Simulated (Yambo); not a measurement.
G0W0@LDA for SrCl₂ (fluorite, space group Fm-3m, No. 225) in Yambo. Reference settings: 4×4×4 Γ-centred k mesh, 152 bands and a 8 Ry block in the screening, 152 bands in G with the Bruneval-Gonze terminator, plasmon pole fitted at 27.2 eV. The LDA gap X → X on this mesh is 5.10 eV; G0W0 gaps are taken between the same points.

With and without the terminator, as bands are cut:

```csv
bands in G (in W),"gap, terminator (eV)","gap, none (eV)","valence shift, terminator (eV)","valence shift, none (eV)"
54 (152),8.008,7.884,-1.729,-1.262
95 (152),7.997,7.932,-1.755,-1.528
152 (152),7.995,7.963,-1.763,-1.658
```

Over this range the gap spans 0.013 eV with the terminator and 0.079 eV without, the valence shift 0.034 eV and 0.396 eV. Neither column has reached its limit for certain. In the run with 152 bands and a 8 Ry block, which covers more k points, the smallest G0W0 gap is 7.82 eV, X → Γ.

Geometry relaxed with LDA; primitive cell a = b = c = 4.808 Å, α = β = γ = 60.00°.

A shift is the quasiparticle energy of the state minus its LDA energy.
